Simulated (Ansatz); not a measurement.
LaScO$_{3}$:
```
CELL_PARAMETERS angstrom
      5.83529     0.00000     0.00000
      0.00000     8.14342     0.00000
      0.00000     0.00000     5.69791
ATOMIC_POSITIONS crystal
  La 0.95425 0.25000 0.01184
  La 0.04575 0.75000 0.98816
  La 0.54575 0.75000 0.51184
  La 0.45425 0.25000 0.48816
  O  0.29667 0.94616 0.70352
  O  0.70333 0.44616 0.29648
  O  0.20333 0.05384 0.20352
  O  0.79667 0.55384 0.79648
  O  0.70333 0.05384 0.29648
  O  0.29667 0.55384 0.70352
  O  0.79667 0.94616 0.79648
  O  0.20333 0.44616 0.20352
  Sc 0.50000 0.00000 0.00000
  Sc 0.50000 0.50000 0.00000
  Sc 0.00000 0.00000 0.50000
  Sc 0.00000 0.50000 0.50000
  O  0.53504 0.25000 0.89888
  O  0.46496 0.75000 0.10112
  O  0.96496 0.75000 0.39888
  O  0.03504 0.25000 0.60112
```

Relaxed with PBE. Independent-particle spectrum: no excitons, no local fields, no scissors shift; 0.1 eV broadening; ε₁ of the summed bands alone.

Problem. Tabulate the dielectric function from plane-wave PAW PBE (Ansatz code).

Solution. 

| E (eV) | ε₁ xx | ε₂ xx | ε₁ yy | ε₂ yy | ε₁ zz | ε₂ zz |
|---|---|---|---|---|---|---|
| 0.0 | 4.71 | 0.00 | 4.59 | 0.00 | 4.80 | 0.00 |
| 0.4 | 4.72 | 0.00 | 4.60 | 0.00 | 4.81 | 0.00 |
| 0.8 | 4.76 | 0.00 | 4.64 | 0.00 | 4.85 | 0.00 |
| 1.2 | 4.82 | 0.00 | 4.70 | 0.00 | 4.92 | 0.00 |
| 1.6 | 4.92 | 0.00 | 4.79 | 0.00 | 5.02 | 0.00 |
| 2.0 | 5.05 | 0.00 | 4.91 | 0.00 | 5.15 | 0.00 |
| 2.4 | 5.23 | 0.00 | 5.08 | 0.00 | 5.34 | 0.00 |
| 2.8 | 5.48 | 0.00 | 5.32 | 0.00 | 5.60 | 0.00 |
| 3.2 | 5.83 | 0.00 | 5.64 | 0.00 | 5.96 | 0.00 |
| 3.6 | 6.36 | 0.00 | 6.12 | 0.00 | 6.50 | 0.00 |
| 4.0 | 7.37 | 0.12 | 7.01 | 0.05 | 7.49 | 0.00 |
| 4.4 | 8.91 | 1.79 | 8.59 | 1.14 | 9.72 | 1.45 |
| 4.8 | 8.75 | 3.21 | 9.03 | 3.31 | 9.21 | 4.98 |
| 5.2 | 8.26 | 6.52 | 7.47 | 6.33 | 6.86 | 6.55 |
| 5.6 | 5.30 | 6.07 | 5.28 | 5.58 | 5.09 | 5.63 |
| 6.0 | 5.83 | 5.87 | 5.06 | 5.37 | 5.40 | 5.06 |
| 6.4 | 4.01 | 6.65 | 4.66 | 5.43 | 4.61 | 5.63 |
| 6.8 | 4.21 | 5.41 | 4.47 | 5.59 | 5.43 | 5.84 |
| 7.2 | 4.10 | 6.84 | 4.67 | 7.19 | 4.37 | 7.92 |
| 7.6 | 2.69 | 8.12 | 2.44 | 6.84 | 2.22 | 7.79 |
| 8.0 | 1.01 | 7.21 | 2.17 | 7.49 | 1.28 | 7.10 |
| 8.4 | 0.99 | 6.81 | 1.15 | 6.16 | 1.39 | 6.44 |
| 8.8 | -0.76 | 6.62 | 0.99 | 7.07 | -0.16 | 7.82 |
| 9.2 | -0.83 | 6.52 | -1.64 | 7.75 | -0.75 | 6.60 |
| 9.6 | -3.03 | 5.50 | -3.17 | 5.70 | -2.47 | 6.65 |
| 10.0 | -3.04 | 3.43 | -3.51 | 3.72 | -3.47 | 3.94 |
| 10.4 | -2.38 | 2.59 | -2.71 | 2.50 | -2.79 | 3.09 |
| 10.8 | -2.38 | 2.25 | -2.54 | 1.82 | -2.93 | 2.24 |
| 11.2 | -2.05 | 1.22 | -2.06 | 1.03 | -2.44 | 1.47 |
| 11.6 | -1.55 | 1.02 | -1.47 | 0.62 | -1.84 | 0.82 |
| 12.0 | -1.14 | 0.64 | -0.98 | 0.52 | -1.29 | 0.62 |

Problem. From ε at 5.4 eV (xx: 6.29 + 6.73i), find n, k, the normal reflectivity and the absorption coefficient.

Solution. n = 2.78, k = 1.209, R = 29 %, α = 2kE/ħc = 660000 cm⁻¹.

With all bands, ε∞ without local fields is 5.14 (xx), 5.02 (yy), 5.22 (zz). DFPT, with local fields, gives 5.01 (xx), 4.89 (yy), 5.09 (zz).

Space group Pnma. The cell was relaxed with PBE under the symmetry of its start. The run is not spin-polarised. Spin–orbit coupling is left out wherever it is not named.

Potentials: the later of the program's two PAW sets.
